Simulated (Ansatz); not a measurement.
**Does this entry for Ba8Fe3N8 lie near equilibrium?**

The cell is a computed structure from the Materials Project (it need not be an observed phase), atoms as given.

Space group C2/m (No. 12); a = 19.7614, b = 5.7102, c = 7.9117 Å, β = 106.07°.

| site | Wyckoff | site symmetry | x | y | z |
| --- | --- | --- | --- | --- | --- |
| Ba1 | 4i | m | 0.0281 | 0.0000 | 0.2687 |
| Ba3 | 4i | m | 0.3322 | 0.0000 | 0.5284 |
| Ba5 | 4i | m | 0.3980 | 0.0000 | 0.0516 |
| Ba7 | 4i | m | 0.7969 | 0.0000 | 0.1948 |
| Fe9 | 2d | 2/m | 0.5000 | 0.0000 | 0.5000 |
| Fe10 | 4i | m | 0.1855 | 0.0000 | 0.2003 |
| N12 | 4i | m | 0.1091 | 0.0000 | 0.0208 |
| N14 | 4i | m | 0.1787 | 0.0000 | 0.4133 |
| N16 | 4i | m | 0.2699 | 0.0000 | 0.1652 |
| N18 | 4i | m | 0.5212 | 0.0000 | 0.3025 |

One atom of each set is listed; the run and its k-mesh use a cell of 19 atoms with edges of 10.28, 10.28, 7.91 Å.

Computed with Ansatz: DFT, PBE, plane waves and PAW, scalar-relativistic, collinear spin, 420 eV cutoff, Γ-centred 6×6×4 k-points, Fermi–Dirac smearing 0.05 eV. Start moments as typed (μB): 3 on each Fe, none on the rest.

Problem. Do the atoms and the cell lie near the calculated equilibrium?

Solution. Nearly. The largest force is 0.27 eV/Å, on atom 13 (N: 1 Fe at 1.76 Å; also 5 Ba at 2.85–3.03 Å), and the pressure is -1.1 GPa. Relaxing the atoms is still advisable, since electric field gradients respond to shifts of a few hundredths of an ångström.
